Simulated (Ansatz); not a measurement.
Values for one crystal, relaxed and computed with the program Ansatz at the r²SCAN+D4 level (PAW); other levels are named.

| Property | Value |
|---|---|
| Volume per atom | 35.58 Å³ |
| Band gap | 1.48 eV (smallest direct gap 1.50 eV) |
| Formation energy from the elements (no fitted shifts) | -0.55 eV/atom |
| HSE06 gap on the r²SCAN+D4 cell | 1.73 eV |
| Electron effective mass | 0.16, 0.16, 0.73 mₑ (principal values) |
| Conduction-band minimum | at A |
| Valence-band maximum | on the H–A line, 91 % of the way from H |

Question: Which compound is it?
A. H4BrN, P-43m (H on 4e, Br on 1b, N on 1a)
B. BiTeBr, P3m1 (Bi on 1a, Te on 1b, Br on 1c)
C. Bi2Te2Se, R-3m (Bi on 6c, Te on 6c, Se on 3a)
D. HgIBr, Cmc2_1 (Hg on 4a, I on 4a, Br on 4a)

Answer: B, BiTeBr, P3m1 (Bi on 1a, Te on 1b, Br on 1c)

The workflow started from a Materials Project entry (that database holds measured and hypothetical structures alike); the Crystallography Open Database copy checked does not list it. With Te and Br taken as one species the cell has the higher symmetry P-3m1, so it may be an ordered model of a mixed-site phase. Its standing as an ambient phase is unchecked. The cell was relaxed with r²SCAN+D4 under the symmetry of its start; whether a distortion lowers the energy is not shown. The references are the lowest solids computed at this level, not always the standard phases. Scalar-relativistic: spin–orbit coupling is off unless named, which matters more the heavier the elements.

Potentials: the later of the program's two PAW sets.
